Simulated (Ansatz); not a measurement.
Cu Kα1 powder pattern (kinematic, no thermal factors).
```tsv
2θ (°)	relative intensity
19.72	1
19.75	3
28.05	37
34.51	26
40.06	31
40.08	100
40.11	34
45.05	16
53.93	13
57.96	8
57.99	20
61.84	4
65.60	21
65.66	3
72.79	16
72.85	15
76.30	4
76.34	4
79.72	3
86.49	3
86.52	20
86.55	2
86.60	3
89.86	2
```

The pattern is computed from a structure relaxed with Ansatz, DFT PBE, scalar-relativistic, plane waves, PAW. Collinear spin, ending at 1.0 μB a primitive cell. Its elements are Al, Ti.

Question: Give the structure.

Answer: TiAl5.
Space group P6/mmm (No. 191). a = 5.193 Å, b = 5.193 Å, c = 4.493 Å, α = 90.00°, β = 90.00°, γ = 120.00°
```
atom  site  symmetry       x       y       z
  Ti    1a     6/mmm  0.0000  0.0000  0.0000
  Al    3g       mmm  0.5000  0.0000  0.5000
  Al    2c      -6m2  0.3333  0.6667  0.0000
```

A pattern alone doesn't exclude other cells with like lines; this is the one computed.

Another cell of TiAl5 relaxed alike, in I4/mmm, lies 228 meV/atom lower, so this cell isn't the stable form at this level.

The cell was found from a structure generator's guess, not taken from experiment.
